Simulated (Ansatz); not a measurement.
**Zone-centre phonons of TiOs at 8 GPa: input and output**

All numbers below come from DFT LDA, scalar-relativistic, plane waves, PAW (Ansatz 0.2.0).

Launched with:
```bash
ansatz run input.yaml --threads 1 --pin off --max-ram 3072MiB --backend cpu --events-out ev --progress --plain --runs-dir out
```

Input (bare energies are in eV):
```yaml
crystal:
  lattice:
    - [3.0125210888, 0.0, 0.0]
    - [0.0, 3.0125210888, 0.0]
    - [0.0, 0.0, 3.0125210888]
  atoms:
    - { symbol: Ti, position: [0.5, 0.5, 0.5] }
    - { symbol: Os, position: [0.0, 0.0, 0.0] }
basis:
  ecutwfc: 420
kpoints:
  mp_grid: { grid: [14, 14, 14] }
hamiltonian:
  xc: lda
scf:
  occupations: { method: fermi_dirac, width: 0.15 }
output:
  eigenvalues: true
phonons:
  method: dfpt
  eigenvectors: true
```

Results section of the output:
```
--- Phonons (Γ-DFPT): 2 representative perturbations + reference, on 288 of 2744 k-points (Σ response iterations 6) ---
  k mesh reduced under 8 symmetry operations, with k and −k counted as one. Each operation leaves every solved perturbation unchanged. A smaller set is not used because it would not reduce the number of displacements ...
  ASR residual: 3.474e-4 → 0.000e0 eV/Å²; symmetrization residual: 4.057e-6 eV/Å²
  ASR residual per site (eV/Å²): 3.47e-4 1.38e-4
  Γ frequencies (cm⁻¹): 0.00 0.00 0.00 251.08 251.08 251.08
  non-analytic LO–TO correction: not included (Born effective charges unavailable; polar crystals: no LO–TO splitting at Γ)
```

It took 42 s on 1 thread of Arm Neoverse V2, with other jobs on the host, peak memory 0.72 GiB.

In a metal, frequencies and elastic constants depend on the k mesh and the smearing, soft modes and shear constants most. Spin–orbit coupling is left out, which can shift energies with elements as heavy as these. Other phases may be more stable at this pressure.